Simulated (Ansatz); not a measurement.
## PbS, first-principles data

PbS:
```
PbS
1.0
    0.00000     3.30090     3.30090
    3.30090     0.00000     3.30090
    3.30090     3.30090     0.00000
S Pb
1 1
Direct
  0.25000   0.25000   0.25000
  0.00000   0.00000   0.00000
```

Space group F-43m (No. 216), zinc blende; conventional cell a = b = c = 6.6018 Å, α = β = γ = 90.00°.

Method: DFT-r²SCAN in the program Ansatz with PAW potentials. The cell and atoms are relaxed at this level. Other levels are named where they apply.

**Cell and energy**

Volume per atom: 35.97 Å³
Density: 5.52 g/cm³
Formation energy from the elements (no fitted shifts): -0.42 eV/atom

**Electronic structure**

* **Band gap**: 0.95 eV (indirect)
* **Valence-band maximum**: at W
* **Conduction-band minimum**: at X (3 equivalent valleys)
* **Smallest direct gap on the standard path**: 1.45 eV
* **Electron effective mass**: 0.36, 0.36, 1.7 mₑ (principal values)
* **Hole effective mass**: 0.62, 0.62, 0.73 mₑ (principal values)
* **HSE06 gap on the r²SCAN cell**: 1.30 eV
* **Gap with spin–orbit coupling**: 0.84 eV

**Mechanics**

- Bulk modulus (Birch–Murnaghan fit) = 38.4 GPa
- Pressure derivative B′ = 4.1
- Elastic constants (relaxed ions, GPa) = C11 = 39.8, C12 = 37.8, C44 = -7.8
- Mechanical stability = unstable (C has a negative eigenvalue)
- Piezoelectric stress constants (proper, relaxed ions, C/m²) = e14 = e25 = e36 = -0.39

**Charges**

* **Bader charges**: S -1.03, Pb +1.03 e

The start of the workflow was typed in or built on a structure type; neither database checked (COD, Materials Project) lists it. It is not the phase usual at ambient conditions (space group No. 225). The cell was relaxed with r²SCAN under the symmetry of its start. Signs of piezoelectric constants follow the polarity of the cell as given. The references are the lowest solids computed at this level, not always the standard phases. Scalar-relativistic: spin–orbit coupling is off unless named, which matters more the heavier the elements.

Potentials: the earlier of the program's two PAW sets. The files were generated under PBE; for other functionals the program regenerates the frozen cores, and for LDA and PBEsol the local potential too.
